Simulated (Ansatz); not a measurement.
ScZn, DFT, PBEsol, all-electron LAPW, scalar-relativistic (Ansatz 0.2.0), run on 1 thread of Arm Neoverse V1 on a shared host.

The geometry is COD entry 1527719, unchecked; take it as a test cell. The listed cell was then made from it by scaling, straining or moving an atom.

Command: `ansatz run input.yaml --threads 1 --pin off --max-ram 3072MiB --backend cpu --events-out ev --progress --plain --runs-dir out`

```yaml
crystal:
  lattice:
    - [3.3047241796, 0.0, 0.0]
    - [0.0, 3.3047241796, 0.0]
    - [0.0, 0.0, 3.3047241796]
  atoms:
    - { symbol: Sc, position: [0.0, 0.0, 0.0] }
    - { symbol: Zn, position: [0.5, 0.5, 0.5] }
kpoints:
  mp_grid: { grid: [10, 10, 10] }
  band_path:
    path:
      - [0.0, 0.0, 0.0]
      - [0.0, 0.5, 0.0]
      - [0.5, 0.5, 0.0]
      - [0.0, 0.0, 0.0]
      - [0.5, 0.5, 0.5]
      - [0.0, 0.5, 0.0]
      - [0.5, 0.5, 0.5]
      - [0.5, 0.5, 0.0]
    npoints: 5
scf:
  occupations: { method: fermi_dirac, width: 0.03 }
hamiltonian:
  xc: pbesol
  pseudopotentials: { kind: all_electron, lapw: { basis_error: 0.0005 } }
output:
  forces: true
  stress: true
  eigenvalues: true
```

Q: How large is the problem that the program sets up?

A: 56 irreducible k-points, 305 plane waves at Γ, 20 bands.

Q: Estimate the wall time and the peak memory.

A: 14 s of wall time for 8 SCF iterations, with a peak of 0.34 GiB. Times on shared machines scatter by tens of per cent.
